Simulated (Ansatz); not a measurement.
Ca$_{2}$AsI in space group R-3m (No. 166; Ca on 6c, As on 3b, I on 3a), r²SCAN in the plane-wave PAW code Ansatz. The conduction-band minimum lies at F, with 3 equivalent valleys. Second derivatives d²E/dk² of the lowest band at one valley (eV·Å²), along Cartesian directions:

```tsv
direction	d²E/dk²
[100]	14.60
[010]	20.63
[001]	15.84
[110]	12.39
[101]	8.077
[011]	14.12
```

Question: Find the principal effective masses, the density-of-states mass and the conductivity mass.

Answer: Off-diagonal terms follow from H_xy = H[110] − (H_xx + H_yy)/2, and m*/mₑ = 7.620 eV·Å² over each eigenvalue: 0.32, 0.34, 1.5. One valley's DOS mass (m₁m₂m₃)^(1/3) = 0.55, conductivity mass 3/(Σ 1/mᵢ) = 0.45 mₑ.

Question: What effective density of states Nc follows at 300 K for parabolic valleys?

Answer: Nc = 2.509e19 × 3 × (0.55)^(3/2) ≈ 3.1e19 cm⁻³.

The first step of the workflow began from a Materials Project structure, measured or hypothetical; the Crystallography Open Database files this formula in space group No. 166, but the cells were not matched. Its standing as an ambient phase is unchecked. The r²SCAN relaxation kept the symmetry of its start; its stability against distortions is not shown here. Spin–orbit coupling is left out wherever it is not named.

Potentials: the later of the program's two PAW sets.

Edges and masses are those of Kohn–Sham bands, whose gap is no quasiparticle gap.
